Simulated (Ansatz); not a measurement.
Ta: two-dimensional strain map

These are results of Ansatz 0.2.0, DFT PBEsol, scalar-relativistic, plane waves, PAW, not measurements. Cutoff 420 eV, Γ-centred 20×20×20 k-points, Gaussian smearing of 0.15 eV. Spin–orbit coupling is left out, which can shift energies with elements as heavy as these. No spin polarisation. Energies are free energies at this smearing, counted from the undisturbed cell; pressure is positive in compression.

The undisturbed cell (as given, not relaxed at this level; it stands at -3.8 GPa):

```
Ta
1.0
    -1.65128    1.65128    1.65128
     1.65128   -1.65128    1.65128
     1.65128    1.65128   -1.65128
Ta
1
Direct
  0.00000 0.00000 0.00000
```

The cell is strained by p along both x and y and by q along z, fractional coordinates fixed. Points are written (p, q).

Energy above the undisturbed cell in meV/atom (a dash: not computed):

```csv
p \ q,-0.030,-0.015,0.000,0.015,0.030
-0.030,59.4,36.3,21.6,14.5,14.2
-0.015,18.0,?,-1.3,0.3,8.5
0.000,2.1,-2.8,0.0,9.8,?
0.015,8.7,12.5,23.3,40.7,?
0.030,35.2,47.5,?,90.7,120.8
```

Q: Fill in the withheld energies.

A: (-0.015, -0.015): 4.3; (0.000, 0.030): 25.8; (0.015, 0.030): 64.0; (0.030, 0.000): 66.1.